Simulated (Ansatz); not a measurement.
Does relaxation matter for the field gradients of ZnO with arsenic replacing O?

Start: a supercell of ZnO (wurtzite type, P6_3mc) built from a structure deposited in the COD, with all atoms left at the host's positions.

```yaml
crystal:
  lattice:
    - [6.49862, 0.00000, 0.00000]
    - [-4.87396, 8.44195, 0.00000]
    - [0.00000, 0.00000, 10.41142]
  atoms:
    - { symbol: Zn, position: [0.16667, 0.22222, 0.25000] }
    - { symbol: Zn, position: [0.16667, 0.22222, 0.75000] }
    - { symbol: Zn, position: [0.16667, 0.55556, 0.25000] }
    - { symbol: Zn, position: [0.16667, 0.55556, 0.75000] }
    - { symbol: Zn, position: [0.16667, 0.88889, 0.25000] }
    - { symbol: Zn, position: [0.16667, 0.88889, 0.75000] }
    - { symbol: Zn, position: [0.66667, 0.22222, 0.25000] }
    - { symbol: Zn, position: [0.66667, 0.22222, 0.75000] }
    - { symbol: Zn, position: [0.66667, 0.55556, 0.25000] }
    - { symbol: Zn, position: [0.66667, 0.55556, 0.75000] }
    - { symbol: Zn, position: [0.66667, 0.88889, 0.25000] }
    - { symbol: Zn, position: [0.66667, 0.88889, 0.75000] }
    - { symbol: Zn, position: [0.33333, 0.11111, 0.00000] }
    - { symbol: Zn, position: [0.33333, 0.11111, 0.50000] }
    - { symbol: Zn, position: [0.33333, 0.44444, 0.00000] }
    - { symbol: Zn, position: [0.33333, 0.44444, 0.50000] }
    - { symbol: Zn, position: [0.33333, 0.77778, 0.00000] }
    - { symbol: Zn, position: [0.33333, 0.77778, 0.50000] }
    - { symbol: Zn, position: [0.83333, 0.11111, 0.00000] }
    - { symbol: Zn, position: [0.83333, 0.11111, 0.50000] }
    - { symbol: Zn, position: [0.83333, 0.44444, 0.00000] }
    - { symbol: Zn, position: [0.83333, 0.44444, 0.50000] }
    - { symbol: Zn, position: [0.83333, 0.77778, 0.00000] }
    - { symbol: Zn, position: [0.83333, 0.77778, 0.50000] }
    - { symbol: As, position: [0.33333, 0.11111, 0.18951] }
    - { symbol: O, position: [0.33333, 0.11111, 0.68951] }
    - { symbol: O, position: [0.33333, 0.44444, 0.18951] }
    - { symbol: O, position: [0.33333, 0.44444, 0.68951] }
    - { symbol: O, position: [0.33333, 0.77778, 0.18951] }
    - { symbol: O, position: [0.33333, 0.77778, 0.68951] }
    - { symbol: O, position: [0.83333, 0.11111, 0.18951] }
    - { symbol: O, position: [0.83333, 0.11111, 0.68951] }
    - { symbol: O, position: [0.83333, 0.44444, 0.18951] }
    - { symbol: O, position: [0.83333, 0.44444, 0.68951] }
    - { symbol: O, position: [0.83333, 0.77778, 0.18951] }
    - { symbol: O, position: [0.83333, 0.77778, 0.68951] }
    - { symbol: O, position: [0.16667, 0.22222, 0.43950] }
    - { symbol: O, position: [0.16667, 0.22222, 0.93951] }
    - { symbol: O, position: [0.16667, 0.55556, 0.43950] }
    - { symbol: O, position: [0.16667, 0.55556, 0.93951] }
    - { symbol: O, position: [0.16667, 0.88889, 0.43950] }
    - { symbol: O, position: [0.16667, 0.88889, 0.93951] }
    - { symbol: O, position: [0.66667, 0.22222, 0.43950] }
    - { symbol: O, position: [0.66667, 0.22222, 0.93951] }
    - { symbol: O, position: [0.66667, 0.55556, 0.43950] }
    - { symbol: O, position: [0.66667, 0.55556, 0.93951] }
    - { symbol: O, position: [0.66667, 0.88889, 0.43950] }
    - { symbol: O, position: [0.66667, 0.88889, 0.93951] }
```

Atom numbers follow the list; atoms alike are taken as one site, whose name carries the number of the first.

Computed with Ansatz: DFT, PBE, plane waves and PAW, scalar-relativistic, 420 eV cutoff, Γ-centred 3×2×2 k-points, Fermi–Dirac smearing 0.01 eV, cell charge -1.

The largest force at the start is 6.2 eV/Å. Relaxing the ions at fixed cell moves them by 0.358 Å at most (atom 13, Zn) and 0.133 Å rms.

| site | atom | moved (Å) | first shell before | first shell after | V_zz before (10²¹ V/m²) | η before |
| --- | --- | --- | --- | --- | --- | --- |
| Zn1 | 1 | 0.253 | 3 O at 1.97–1.98 Å, 1 As at 1.98 Å | 3 O at 1.96–1.98 Å, 1 As at 2.26 Å | -5.11 | 0.08 |
| Zn2 | 2 | 0.148 | 4 O at 1.97–1.98 Å | 4 O at 1.96–1.98 Å | -0.48 | 0.20 |
| Zn5 | 5 | 0.340 | 3 O at 1.97–1.98 Å, 1 As at 1.98 Å | 3 O at 1.97–2.00 Å, 1 As at 2.27 Å | -6.11 | 0.02 |
| Zn6 | 6 | 0.162 | 4 O at 1.97–1.98 Å | 4 O at 1.96–1.98 Å | -0.50 | 0.09 |
| Zn7 | 7 | 0.257 | 3 O at 1.97–1.98 Å, 1 As at 1.98 Å | 3 O at 1.97–1.99 Å, 1 As at 2.27 Å | -5.26 | 0.08 |
| Zn8 | 8 | 0.145 | 4 O at 1.97–1.98 Å | 4 O at 1.96–1.98 Å | -0.48 | 0.18 |
| Zn9 | 9 | 0.125 | 4 O at 1.97–1.98 Å | 4 O at 1.94–1.99 Å | 0.51 | 0.58 |
| Zn11 | 11 | 0.091 | 4 O at 1.97–1.98 Å | 4 O at 1.96–2.00 Å | 0.42 | 0.32 |
| Zn13 | 13 | 0.358 | 1 As at 1.97 Å, 3 O at 1.98 Å | 3 O at 1.99–2.00 Å, 1 As at 2.29 Å | -5.84 | 0.05 |
| Zn15 | 15 | 0.043 | 4 O at 1.97–1.98 Å | 4 O at 1.96–1.98 Å | -0.24 | 0.56 |
| Zn17 | 17 | 0.054 | 4 O at 1.97–1.98 Å | 4 O at 1.97–1.99 Å | -0.20 | 0.67 |
| Zn21 | 21 | 0.040 | 4 O at 1.97–1.98 Å | 4 O at 1.97–1.99 Å | -0.23 | 0.59 |
| Zn23 | 23 | 0.059 | 4 O at 1.97–1.98 Å | 4 O at 1.97–2.00 Å | -0.19 | 0.68 |
| As | 25 | 0.076 | 4 Zn at 1.97–1.98 Å | 4 Zn at 2.26–2.29 Å | 3.54 | 0.47 |
| O38 | 38 | 0.175 | 4 Zn at 1.97–1.98 Å | 4 Zn at 1.96–1.99 Å | -1.36 | 0.10 |
| O44 | 44 | 0.171 | 4 Zn at 1.97–1.98 Å | 4 Zn at 1.96–1.99 Å | -1.38 | 0.11 |

(1) What are V_zz and η after the relaxation?

## Answers

(1) 

```tsv
site	atom	V_zz after	η after	change of V_zz
Zn1	1	0.99	0.63	+6.10
Zn2	2	1.72	0.26	–
Zn5	5	-1.35	0.22	–
Zn6	6	1.74	0.16	–
Zn7	7	-0.98	0.67	–
Zn8	8	1.68	0.35	–
Zn9	9	-2.54	0.58	–
Zn11	11	-2.52	0.91	–
Zn13	13	1.12	0.25	+6.96
Zn15	15	-1.58	0.90	-1.34
Zn17	17	-2.03	0.55	-1.83
Zn21	21	-1.91	0.90	-1.68
Zn23	23	-2.38	0.70	-2.19
As	25	-3.02	0.11	–
O38	38	-2.56	0.88	-1.20
O44	44	-2.57	0.90	-1.19
```

The largest change of V_zz along a kept axis is on Zn13, from -5.84 to 1.12. Small gradients that grow severalfold: Zn2 (-0.48 to 1.72), Zn8 (-0.48 to 1.68), Zn11 (0.42 to -2.52), Zn15 (-0.24 to -1.58) and 8 more sites. Where |V_zz| stays above 0.1 and the axes keep their order, η moves most on O44, from 0.11 to 0.90. On Zn1, Zn15, Zn21, Zn17, Zn23, Zn3, Zn18, Zn22 and 4 more sites (not all in the table) V_xx and V_yy change places (or their axes turn by over 50°), so the two values of η hide a larger change. V_zz changes sign on Zn13 (axis turned by 14°), Zn1 (axis turned by 23°), Zn22 (axis turned by 36°) (not all in the table). On Zn5, Zn7, As, Zn9, Zn6, Zn2, Zn8, Zn11 and 11 more sites (not all in the table) the largest principal value lies along another axis in the second run, so the two V_zz can't be compared directly. The table leaves out 32 of the 48 sites, with |V_zz| up to 3.81; their tensors move by 2.93 at most along any direction. The statements above cover all sites. The host's own positions weren't relaxed first, so part of the change far from the defect can be the host's relaxation.

The run isn't spin-polarised, and a state with spin may lie lower. The defect repeats with the cell of 48 atoms, so it feels its images: sites between two images don't show the values beside a lone defect, and zeros or small values of η there can come from the images' arrangement. O and Zn carry a gradient in the pure host already, so the values there aren't the defect's effect alone. A uniform background compensates the cell's charge. The defect cell has no gap above 0.1 eV on its mesh, so the values can hang on the smearing and the k-mesh.
Before: The cell keeps the host's lattice, where the PBE pressure is 12 GPa (in a charged cell this depends on the convention for the mean potential). The neighbours have not yet relaxed around the defect (largest force 6.2 eV/Å), so the values at and beside it are those of a strained start, not of the defect in a real crystal.
After: The cell keeps the host's lattice, where the PBE pressure is 9 GPa (in a charged cell this depends on the convention for the mean potential).
